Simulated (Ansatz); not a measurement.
Relaxed Te (trigonal-Te type, space group P3_121):

```
Te
1.0
    4.52111     0.00000     0.00000
   -2.26056     3.91540     0.00000
    0.00000     0.00000     5.95492
Te
3
Direct
  0.26812   0.00000   0.33333
  0.00000   0.26812   0.66667
  0.73188   0.73188   0.00000
```

In this cell atom 1 (Te, nearest neighbour Te at 2.889 Å; its periodic images, 4.5 Å or more away, move with it) is moved by s along Cartesian [110], unit vector (0.707, 0.707, 0.000); all other atoms and the cell stay fixed.

All values below come from PBE (plane waves to 420 eV, PAW, scalar-relativistic; Ansatz, a quantum-chemistry and plane-wave program). k mesh 7×7×5 (Γ-centred), Fermi-Dirac smearing 0.05 eV. E stands for the smeared free energy. As the smearing reaches across the gap at some points, energies and forces of such displacements shift with the k mesh and the smearing. Spin-orbit coupling is left out, though Te is heavy. Te was relaxed with its symmetry unable to fall. The PAW data are Ansatz's earlier set. The zero of ΔE is the undisplaced structure. The last digit holds for this mesh only.

```json
[
 {"s (Å)": "-0.290", "ΔE (meV/cell)": "135.9"},
 {"s (Å)": "-0.232", "ΔE (meV/cell)": "84.0"},
 {"s (Å)": "-0.174", "ΔE (meV/cell)": "45.5"},
 {"s (Å)": "-0.116", "ΔE (meV/cell)": "19.4"},
 {"s (Å)": "-0.058", "ΔE (meV/cell)": "4.6"},
 {"s (Å)": "0.000", "ΔE (meV/cell)": "0.0"},
 {"s (Å)": "0.058", "ΔE (meV/cell)": "4.4"},
 {"s (Å)": "0.116", "ΔE (meV/cell)": "16.5"},
 {"s (Å)": "0.174", "ΔE (meV/cell)": "35.1"},
 {"s (Å)": "0.232", "ΔE (meV/cell)": "58.8"},
 {"s (Å)": "0.290", "ΔE (meV/cell)": "86.0"}
]
```

What force constant k = d²E/ds² at s = 0 does the table give?

2.7 eV/Å². It is the second difference of the nearest points, corrected with the next pair.

With k = 2.67 eV/Å² from the forces, is the well harmonic out to s = 0.290 Å?

½ks² = 112 meV/cell against the computed 86 meV/cell, so the well is softer than harmonic there.

(A displaced cell: forces are minus the slopes of the energy, force constants its curvatures, and phonons follow from these.)
